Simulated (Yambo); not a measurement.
CdTe: sweep of GW parameters

G0W0@LDA for CdTe (zinc blende, space group F-43m, No. 216) in Yambo. Reference settings: 4×4×4 Γ-centred k mesh, bands 5 to 165 and a 10 Ry block in the screening, 165 bands in G with the Bruneval-Gonze terminator, plasmon pole fitted at 27.2 eV. The LDA gap Γ → Γ on this mesh is 0.61 eV; G0W0 gaps are taken between the same points.

```tsv
change from the reference	G0W0 gap Γ → Γ (eV)	shift of the valence edge (eV)	rough Yambo cost
reference settings	1.89	-1.00	1
60 bands in G	1.90	-0.99	–
wavefunctions cut at 25 Ry	1.84	-0.91	about 1/3
no point-group symmetry	1.89	-1.00	about 4×
60 bands in G, no terminator	1.86	-0.57	–
no terminator	1.88	-0.91	–
```

The reference isn't shown to be the converged limit. Costs are rough (shared machines), scaled to the same edge states, and given only for runs that recompute the screening.

Without spin-orbit coupling, band edges of such heavy elements can be off by tenths of an eV.

The standard potential for Te keeps a d shell in the valence without the s and p states of that shell. In tests on such compounds this moved G0W0 gaps by up to about 0.9 eV, so absolute quasiparticle energies here are unreliable; differences between settings are what counts.

Geometry relaxed with LDA; primitive cell a = b = c = 4.532 Å, α = β = γ = 60.00°.

A shift is the quasiparticle energy of the state minus its LDA energy.
